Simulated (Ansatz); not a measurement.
Level: LDA, no spin polarisation; 420 eV; 5×5×5 Γ-centred mesh; tetrahedron occupations; Ansatz 0.2.0, fixed geometry.

Computed maps in the lattice plane spanned by b (left to right, 6.48 Å, 20 points from zero) and c (bottom to top, 6.48 Å, 20 points from zero), 60° apart, at height 0.790 along a. The fields are smooth PAW ones with compensation charges, not the true ones near nuclei.

Valence density. Digits on a logarithmic scale: 0 up to 0.03 e/Å³, each further digit a factor of 1.6, 9 from 1.3 e/Å³ up:
```
45776432224566543223
46899742134678765322
36999974235788887532
25899996324788788753
23699997423688658864
32469997422578867875
31135776421357888886
31113444311135788876
31011233211013567765
21111222221111234544
22221223322112222332
23443223332234443212
35776432332346776422
46999853222347999743
46999984222247999974
45899996311135999996
55699997421113699997
55568997421011468987
55555665321111235665
45554443222333322344
```

ELF. Ten even steps from '0' (0.02) to '9' (0.89):
```
02443100003789840000
15888620016999997200
16887872017999999820
04884796006996259970
01797798203997005994
10279998300799402998
30025776200289976999
40000121000038999998
30000000000002799997
00000122211000036763
00000134431000000110
01331014542002320000
15786201442016886200
16899830132027999720
05877982011017977861
02784796100005974783
00388798300002798884
11137887300000278884
01102565100000014652
00100011000343100110
```

Q: The cell is Cs2TaSiF6. Which atoms lie within 0.2 Å of this plane, and where (fractions of b and c)?

A: F at (0.21, 0.21), F at (0.21, 0.79), F at (0.79, 0.21). The whole cell:
```
CELL_PARAMETERS angstrom
0.00000 4.58499 4.58499
4.58499 0.00000 4.58499
4.58499 4.58499 0.00000
ATOMIC_POSITIONS crystal
Ta 0.00000 0.00000 0.00000
F 0.79000 0.21000 0.21000
F 0.21000 0.79000 0.21000
F 0.21000 0.79000 0.79000
F 0.79000 0.21000 0.79000
F 0.21000 0.21000 0.79000
F 0.79000 0.79000 0.21000
Cs 0.25000 0.25000 0.25000
Cs 0.75000 0.75000 0.75000
Si 0.50000 0.50000 0.50000
```

Origin: a known structure type with other elements, at an estimated volume, so it need not be a known compound. Caveats: empty levels are not fully converged; many states at the Fermi level without spin polarisation, so a magnetic state may lie lower.
